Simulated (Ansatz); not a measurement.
Input and command of a plane-wave DFT calculation in Ansatz:

```yaml
crystal:
  lattice:
    - [2.5031934983, 0.0, 0.0]
    - [-1.2515967491, 2.1678291601, 0.0]
    - [0.0, 0.0, 3.8353734315]
  atoms:
    - { symbol: C, position: [0.3333333333, 0.6666666667, 0.0627335269] }
    - { symbol: C, position: [0.6666666667, 0.3333333333, 0.5627335269] }
    - { symbol: C, position: [0.3333333333, 0.6666666667, 0.4372664731] }
    - { symbol: C, position: [0.6666666667, 0.3333333333, 0.9372664731] }
basis:
  ecutwfc: 500
kpoints:
  mp_grid: { grid: [12, 12, 6] }
hamiltonian:
  xc: r2scan
scf:
  occupations: { method: gaussian, width: 0.05 }
output:
  forces: true
  stress: true
  eigenvalues: true
```

```bash
ansatz run input.yaml --threads 2 --pin off --max-ram 5120MiB --backend cpu --events-out ev --progress --plain --runs-dir out
```

Processor: Arm Neoverse V1, 2 threads, on a host shared with other jobs.

**Question.** How long does it run, and how much memory does it take?

**Answer.** About 1.7 s on 2 threads of Arm Neoverse V1, with other jobs on the host, peak memory 0.33 GiB. It solves 12 bands at 76 k points (the mesh reduced by symmetry) with about 535 plane waves, in 6 SCF iterations.
